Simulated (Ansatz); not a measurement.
# Ga4BiAs3: do energies and stresses tell the same story?

Level of theory: DFT r2SCAN, scalar-relativistic, plane waves, PAW (Ansatz).

Plane waves to 500 eV, a k mesh through Γ of 6×6×6 on the computed 8-atom cell and Gaussian smearing (0.10 eV); no spin polarisation.

Relaxed cell: P-43m, a = 5.841 Å, b = 5.841 Å, c = 5.841 Å, α = 90.00°, β = 90.00°, γ = 90.00°, 8 atoms in the primitive cell. Whether it is the stable form of this composition wasn't checked.

Energies at zero smearing and pressures from the stress tensor, at volumes with shape and atoms relaxed:
```json
{"V (Å³/atom)": "23.415", "E − E(first) (meV/atom)": "0.00", "P (GPa)": "4.34"}
{"V (Å³/atom)": "24.162", "E − E(first) (meV/atom)": "-14.48", "P (GPa)": "1.96"}
{"V (Å³/atom)": "24.910", "E − E(first) (meV/atom)": "-18.82", "P (GPa)": "-0.04"}
{"V (Å³/atom)": "25.657", "E − E(first) (meV/atom)": "-14.57", "P (GPa)": "-1.74"}
{"V (Å³/atom)": "26.404", "E − E(first) (meV/atom)": "-3.01", "P (GPa)": "-3.18"}
```

**Question.** Check P = −dE/dV between neighbouring volumes, and get the bulk modulus from the pressures alone.

**Answer.** With 1 eV/Å³ = 160.2 GPa:
```csv
middle V (Å³/atom),−ΔE/ΔV (GPa),mean P (GPa)
23.789,3.105,3.147
24.536,0.930,0.960
25.283,-0.911,-0.889
26.031,-2.478,-2.457
```

The two differ by 0.04 GPa at most. The mean of two end pressures misses the average over a step by about ΔV² P″/12, up to 0.04 GPa here; with that taken off 0.01 GPa remains. Around V = 24.910 Å³/atom, the two neighbours give B = −V ΔP/ΔV = 24.910 × 3.70 / 1.495 = 61.6 GPa, against B0 = 61.5 GPa from the Birch–Murnaghan fit of the energies.

Spin–orbit coupling is left out, which can shift energies with elements as heavy as these.

Cost: 6 runs of about 27 core-minutes in all, on Arm Neoverse V2 (shared hosts).